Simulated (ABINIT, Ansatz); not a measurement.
This is a calculation of MoSe for ABINIT 10.8.3 (patched build). The cell comes from a database or a generator and needn't be the stable form of this composition.

File run.abi:

```
pp_dirpath "./"
pseudos "Mo.GGA_PBE-JTH.xml, Se.GGA_PBE-JTH.xml"

structure "poscar:POSCAR"
natom 2

ecut 15.0
pawecutdg 30.0
pawxcdev 0

kptopt 1
ngkpt 8 8 8
nshiftk 1
shiftk 0.0 0.0 0.0

ixc 11

nband 14
occopt 3
tsmear 0.00183747

nstep 100
tolvrs 1.0e-9

iomode 3
prtwf 0
prteig 0
prtebands 0
prtden 1
prtvha 1
prtvclmb 1
prtpot 1
```

File POSCAR:

```
MoSe
1.0
    0.0000000000      2.8928795100      2.8928795100
    2.8928795100      0.0000000000      2.8928795100
    2.8928795100      2.8928795100      0.0000000000
Mo Se
1 1
Direct
    0.0000000000      0.0000000000      0.0000000000  Mo
    0.5000000000      0.5000000000      0.5000000000  Se
```

Potentials or basis: JTH PAW PBE v2.0.

Run with:

```console
$ abinit run.abi > log 2>&1
```

Problem. Set up the same calculation for Ansatz 0.2.0. Potentials or basis there: Ansatz PAW, cutoff 420 eV.

Solution. As run (cutoffs and basis follow the program's own potentials, and thresholds, step limits or extra output files can differ):

The input input.yaml:

```yaml
crystal:
  lattice:
    - [0.0, 2.89287951, 2.89287951]
    - [2.89287951, 0.0, 2.89287951]
    - [2.89287951, 2.89287951, 0.0]
  atoms:
    - { symbol: Mo, position: [0.0, 0.0, 0.0] }
    - { symbol: Se, position: [0.5, 0.5, 0.5] }
hamiltonian:
  xc: pbe
  pseudopotentials: { kind: paw }
kpoints:
  mp_grid: { grid: [8, 8, 8] }
scf:
  occupations: { method: fermi_dirac, width: 0.05 }
output:
  forces: true
  stress: true
  eigenvalues: true
```

Potentials or basis: Ansatz PAW.

Command:

```bash
$ ansatz run input.yaml --threads 1 --pin off --max-ram 3584MiB --backend cpu --events-out ev --progress --plain --runs-dir out
```

Both were run:

|  | ABINIT | Ansatz |
| --- | --- | --- |
| Pressure | -20.3 GPa | -20.3 GPa |

Ansatz's pressure holds a Pulay term of +0.01 GPa for its cutoff of 420 eV, which the other run lacks.

The potentials hold 20 and 30 valence electrons a cell.

Where Ansatz's input types no cutoff or centring, it takes its own default and a Γ-centred mesh.

The cell lies far from this level's equilibrium.

Pressure is positive in compression.
